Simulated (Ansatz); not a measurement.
With PBE in the plane-wave PAW code Ansatz, AlGa3As4 in the tetragonal phase (P-4m2; Pearson symbol tP8) relaxes to a = 4.063 Å, c = 11.466 Å. Ga on 2e has 4 nearest neighbours from 2.49 Å (tetrahedral); As on 2g has 4 nearest neighbours from 2.49 Å (tetrahedral); Ga on 1b has 4 nearest neighbours from 2.49 Å (tetrahedral); As on 2g has 4 nearest neighbours from 2.48 Å (tetrahedral). Its formation energy from the elements is -0.38 eV/atom, with no fitted shifts.

The Kohn–Sham gap is 0.53 eV (direct). The valence maximum lies at Γ and the conduction minimum at Γ. Gap from PBE with spin–orbit coupling: 0.42 eV. Electrons at the band edge weigh 0.034, 0.034, 0.036 mₑ (principal values).

An equation-of-state fit gives a bulk modulus of 62.1 GPa.

The start of the workflow was typed in or built on a structure type; neither database checked (COD, Materials Project) lists it. Whether it is the stable phase at ambient conditions was not checked. Symmetry was held in the PBE relaxation; its stability against distortions is not shown here. The references are the lowest solids computed at this level, not always the standard phases. Scalar-relativistic: spin–orbit coupling is off unless named, which matters more the heavier the elements.

Potentials: the earlier of the program's two PAW sets.
